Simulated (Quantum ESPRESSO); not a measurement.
# NGe6Al: a curve over one atom's position

Computed values, not a measurement. The program is pw.x of Quantum ESPRESSO 7.5 (plane-wave density functional theory). The cell is made up: 8 atoms on a zincblende/diamond lattice, with randomly drawn elements, strain and displacements, not relaxed. PseudoDojo standard norm-conserving files (v0.5 for PBE, v0.4.1 for LDA and PBEsol) set the functional; there is no spin polarisation, spin-orbit coupling or dispersion term, and the masses in the input are unused placeholders.

Seven runs move atom 3 (Ge, counted in the order of the input) along y and keep all else fixed.

Input of the run at -0.0186:

```
&control calculation='scf', pseudo_dir='./dojo.nc.sr.pbe.v0_5.standard.upf', outdir='./o', disk_io='medium', tprnfor=.true., tstress=.true. /
&system ibrav=0, nat=8, ntyp=3, nbnd=56, ecutwfc=84.00895049, nosym=.true., tot_charge=0,
 occupations='smearing', smearing='fd', degauss=0.0073498644
/
&electrons conv_thr=7.350e-09, electron_maxstep=60, /
ATOMIC_SPECIES
Al 1.0 Al.upf
Ge 1.0 Ge.upf
N 1.0 N.upf
CELL_PARAMETERS angstrom
5.7185 0.0369 -0.0587
0.0369 5.7279 0.0842
-0.0587 0.0842 5.756
ATOMIC_POSITIONS angstrom
N 0.059 0.0881 0.0472
Ge 0.1158 2.7778 2.8736
Ge 2.7536 0.0751 2.9316
Ge 2.992 2.8013 0.0969
Ge 1.3648 1.616 1.3961
Ge 1.3955 4.3938 4.3271
Ge 4.1824 1.3351 4.2012
Al 4.2017 4.358 1.3995
K_POINTS automatic
6 6 6 1 1 1
```

```
shift of atom 3 along y (Å)  free energy less that of the input shown (eV)  Fx on atom 3 (eV/Å)  Fy on atom 3 (eV/Å)  Fz on atom 3 (eV/Å)  pressure (GPa)  iterations
                    -0.1188                                        -0.0323                0.069                0.224               -1.994           -3.17          12
                    -0.0852                                        -0.0337               -0.106               -0.142               -2.012           -3.17          12
                    -0.0487                                        -0.0213               -0.297               -0.541               -2.040           -3.15          11
                    -0.0186                                         0.0000               -0.455               -0.871               -2.068           -3.12          11
                    +0.0189                                         0.0403               -0.652               -1.279               -2.110           -3.05          11
                    +0.1039                                         0.1876               -1.104               -2.179               -2.232           -2.82          12
```

Question: one run is left out of the table, at -0.0595. Estimate its Fy on atom 3 (eV/Å).

Answer: -0.422. The whole row:

```
shift of atom 3 along y (Å)  free energy less that of the input shown (eV)  Fx on atom 3 (eV/Å)  Fy on atom 3 (eV/Å)  Fz on atom 3 (eV/Å)  pressure (GPa)  iterations
                    -0.0595                                        -0.0265               -0.241               -0.422               -2.031           -3.16          11
```

A cubic fit gives dFy/dy = -10.89 eV/Å² at zero shift. Across the table the free energy follows the integral of the force to within 0.1 meV. A rerun of one of the cells at 1437 eV and a 8 x 8 x 8 mesh moved values by no more than 0.003 eV in energy, 0.02 GPa in stress and 0.006 eV/Å in force.